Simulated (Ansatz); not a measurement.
## HfC: energy along a strain

HfC, Fm-3m, a = 4.650 Å (as given, not relaxed at this level: -6.5 GPa). Ansatz: PBEsol, PAW, 420 eV, Γ-centred 18×18×18 mesh on 2 atoms, Gaussian smearing 0.15 eV; no spin polarisation. Cell vectors (Å): 0.000 2.325 2.325; 2.325 0.000 2.325; 2.325 2.325 0.000. The cell is strained by x per cent times the pattern (0 1 0 0 0 0) in the order xx yy zz yz xz xy (engineering shears), with fractional coordinates held. y is the free energy over the start, V0 = 12.568 Å³/atom. Points with a strain past 8.5 % were computed too (3) and aren't used here.

```tsv
x (%)	y (meV/atom)
-7.50	101.16
-5.00	?
-2.50	0.10
0.00	0.00
2.50	23.55
5.00	64.71
7.50	118.52
```

Question: Fit y = c1 x + c2 x² + c3 x³ to the other rows, get the stiffness along the pattern, and predict the missing energy.

Answer: Least squares on the rows shown. y = 4.9978 x + 1.9501 x² − 0.068417 x³. The clamped-ion stiffness p·C·p = 2 × 19.50 eV × 160.2 / 12.568 Å³ = 497 GPa, which is C22 in these axes (C11 of the cubic crystal) (second derivative at the start, which stands under stress). At x = -5.00 the fit asked for gives 32.32 meV/atom. The run gave 30.92 meV/atom, so the fit is 1.40 meV/atom too high, 1.2 % of the span of the series, against an rms of 0.38 meV/atom on the fitted rows. With a term in x⁴ added, a fit to the same known rows predicts 31.05 meV/atom, so most of the miss is curvature that the known rows already hold.

Spin–orbit coupling is left out, which can shift energies with elements as heavy as these.